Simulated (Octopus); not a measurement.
SrTiO₃ (Pm-3m, No. 221):
```
CELL_PARAMETERS angstrom
      3.91270     0.00000     0.00000
      0.00000     3.91270     0.00000
      0.00000     0.00000     3.91270
ATOMIC_POSITIONS crystal
  Sr 0.00000 0.00000 0.00000
  Ti 0.50000 0.50000 0.50000
  O  0.50000 0.00000 0.50000
  O  0.00000 0.50000 0.50000
  O  0.50000 0.50000 0.00000
```
The cell is a database entry, not relaxed again.

Method: LDA in Octopus 16.4; grid spacing about 0.16 Å, Γ-centred 6×6×6 k-mesh, no spin polarisation; PseudoDojo 0.4 LDA potentials.

On this mesh LDA separates the highest filled and lowest empty band by 1.80 eV, with a smallest direct gap of 2.17 eV.

Question: What does PBEsol give on the same cell and mesh, with PseudoDojo 0.4 PBEsol potentials?

Answer: 1.85 eV, smallest direct 2.21 eV.
